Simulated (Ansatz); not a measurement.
Data sheet: Cu$_{12}$Sb$_{4}$S$_{13}$ (DFT)

Cu₁₂Sb₄S₁₃:
```
Cu12Sb4S13
1.0
   -5.15152     5.15152     5.15152
    5.15152    -5.15152     5.15152
    5.15152     5.15152    -5.15152
Cu Sb S
12 4 13
Direct
  0.22226   0.22226   0.00000
  0.77774   0.77774   0.00000
  0.00000   0.22226   0.22226
  0.00000   0.77774   0.77774
  0.22226   0.00000   0.22226
  0.77774   0.00000   0.77774
  0.75000   0.25000   0.50000
  0.25000   0.75000   0.50000
  0.50000   0.75000   0.25000
  0.50000   0.25000   0.75000
  0.25000   0.50000   0.75000
  0.75000   0.50000   0.25000
  0.54323   0.00000   0.00000
  0.00000   0.00000   0.54323
  0.00000   0.54323   0.00000
  0.45677   0.45677   0.45677
  0.00000   0.48132   0.24857
  0.51868   0.76725   0.51868
  0.23275   0.75143   0.75143
  0.24857   0.00000   0.48132
  0.00000   0.24857   0.48132
  0.48132   0.00000   0.24857
  0.76725   0.51868   0.51868
  0.75143   0.23275   0.75143
  0.51868   0.51868   0.76725
  0.48132   0.24857   0.00000
  0.24857   0.48132   0.00000
  0.75143   0.75143   0.23275
  0.00000   0.00000   0.00000
```

Space group I-43m (No. 217); conventional cell a = b = c = 10.3030 Å, α = β = γ = 90.00°.

Method: plane-wave PAW r²SCAN (Ansatz code). Geometry: relaxed at this level of theory. Other levels are named where they apply.

Cell and energy:

Volume per atom: 18.86 Å³
Density: 5.06 g/cm³
Formation energy from the elements (no fitted shifts): -0.31 eV/atom

Electronic structure:

- Electronic character = metallic (no gap)
- Density of states at the Fermi level = 1.1 states/eV per atom (mean over ±0.08 eV)

The workflow started from a Materials Project entry (that database holds measured and hypothetical structures alike); the Crystallography Open Database files this formula in space group No. 217, but the cells were not matched. Whether it is the stable phase at ambient conditions was not checked. The cell was relaxed with r²SCAN under the symmetry of its start; whether a distortion lowers the energy is not shown. The run is not spin-polarised. The references are the lowest solids computed at this level, not always the standard phases. Scalar-relativistic: spin–orbit coupling is off unless named, which matters more the heavier the elements.

Potentials: the later of the program's two PAW sets.
